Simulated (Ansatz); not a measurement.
## BeH2O2 at a changed volume — ¹⁷O NMR of the central transition

Cell: an entry of the Crystallography Open Database (COD), relaxed with r2SCAN at fixed cell and then changed (volume scaled by 1.03).

```cif
data_BeH2O2
_symmetry_space_group_name_H-M 'P2_12_12_1'
_symmetry_Int_Tables_number 19
_cell_length_a 4.5785
_cell_length_b 4.6713
_cell_length_c 7.1081
_cell_angle_alpha 90.000
_cell_angle_beta 90.000
_cell_angle_gamma 90.000
loop_
_atom_site_label
_atom_site_type_symbol
_atom_site_symmetry_multiplicity
_atom_site_Wyckoff_symbol
_atom_site_fract_x
_atom_site_fract_y
_atom_site_fract_z
Be Be 4 a 0.0365 0.7002 0.6261
H5 H 4 a 0.2727 0.0932 0.5687
H9 H 4 a 0.3531 0.4245 0.7819
O13 O 4 a 0.1824 0.1103 0.0495
O17 O 4 a 0.1557 0.4080 0.7287
```

One atom of each set is listed.

Computed with Ansatz: DFT, r2SCAN, plane waves and PAW, scalar-relativistic, 500 eV cutoff, Γ-centred 5×5×3 k-points, Fermi–Dirac smearing 0.02 eV.

¹⁷O has I = 5/2 and Q = -25.58 mb (Pyykkö 2018); at 23.5 T its Larmor frequency is ν₀ = 135.7 MHz. Only the quadrupole interaction is simulated: positions count from each site's isotropic chemical shift, and J coupling is left out, as are shift anisotropy and dipolar coupling, which fast spinning averages.

(1) What does the ¹⁷O spectrum (fast magic-angle spinning) show for each site?

Answers

(1) 

```csv
site,first shell,C_Q (MHz),η,P_Q (MHz),δ_QIS (ppm),breadth (kHz)
O13,"1 H at 0.98 Å, 2 Be at 1.65 Å; also 1 H at 1.93 Å",-6.86,0.50,7.13,-16.6,5.22
O17,"1 H at 0.98 Å, 2 Be at 1.64–1.67 Å; also 1 H at 1.93 Å",-6.79,0.48,7.04,-16.2,5.09
```

δ_QIS = −(ν_Q²/30ν₀²)[I(I+1) − 3/4](1 + η²/3) × 10⁶ ppm with ν_Q = 3|C_Q|/[2I(2I−1)]; it falls as 1/B₀² in ppm, and the breadth as 1/B₀ in kHz.

At O13 and O17 V_zz points along its shortest bond, to H (within 4°) in each case.

The atoms aren't relaxed in the changed cell (largest force 0.4 eV/Å).

The run took 32 s of wall time (32 s of CPU time) and 0.64 GiB at its peak, on 1 thread of Arm Neoverse V2 (aarch64; 8 cores open to the job, memory cap 3.0 GiB, no GPU), a shared host with a load of 0.2 a core.
